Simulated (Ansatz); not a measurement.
Computed with DFT PBE, scalar-relativistic, plane waves, PAW (Ansatz 0.2.0). All cells share a 420 eV cutoff and Γ-centred k meshes spaced about 0.3 Å⁻¹ or finer (0.25 for metals, 2π included). Collinear spin where magnetic atoms keep a moment.

All energies are static (0 K, no zero-point motion).

Two relaxed structures of TiPdSe4:

A. (no moments)

```yaml
crystal:
  lattice:
    - [3.64070, 0.00000, 0.00000]
    - [-1.82035, 3.15294, 0.00000]
    - [0.00000, 0.00000, 13.11153]
  atoms:
    - { symbol: Ti, position: [0.00000, 0.00000, 0.50000] }
    - { symbol: Pd, position: [0.00000, 0.00000, 0.00000] }
    - { symbol: Se, position: [0.33333, 0.66667, 0.89573] }
    - { symbol: Se, position: [0.33333, 0.66667, 0.38508] }
    - { symbol: Se, position: [0.66667, 0.33333, 0.61492] }
    - { symbol: Se, position: [0.66667, 0.33333, 0.10427] }
```

B. (ferromagnetic moments up to 0.4 μB)

```yaml
crystal:
  lattice:
    - [3.64325, 0.00000, 0.00000]
    - [-1.82162, 3.15514, 0.00000]
    - [0.00000, 0.00000, 11.41893]
  atoms:
    - { symbol: Ti, position: [0.66667, 0.33333, 0.50000] }
    - { symbol: Pd, position: [0.66667, 0.33333, 0.00000] }
    - { symbol: Se, position: [0.33333, 0.66667, 0.63636] }
    - { symbol: Se, position: [0.00000, 0.00000, 0.87672] }
    - { symbol: Se, position: [0.00000, 0.00000, 0.12328] }
    - { symbol: Se, position: [0.33333, 0.66667, 0.36364] }
```

Question: Which would you expect to be lower, and how large is the difference?

Answer: A is lower, by 162 meV/atom. A has Ti and Pd ordered on cadmium iodide sites, space group P-3m1 (No. 164), 25.1 Å³/atom and no gap on its mesh; B has space group P-6m2 (No. 187), 21.9 Å³/atom and no gap. Counting Se atoms around Pd and Ti (those within 1.25 times the shortest such distance or 1.15 times the sum of covalent radii, 1.27 where that leaves under three), A and B both have Ti 6, Pd 6. Their magnetic states differ too. Both come from trial cells of a structure search.

Weakly bound directions are ill-defined at this level, which has no dispersion term (P-3m1, P-6m2), and this can change margins and order among such cells. The zero gap of P-3m1 may come from the functional, which often closes small gaps, or the cell may be a true semimetal. The magnetic state reached may not be the lowest. Trial moments fell under 0.15 μB along the way in P-3m1; another start might hold them. A has imaginary phonons (to 87i cm⁻¹), so it is a saddle point at this level. A kick in its own cell came back all the same. Other cells relaxed within their symmetry can be saddle points. Some candidate types were left out of the draw beforehand, so a known form may be missing.
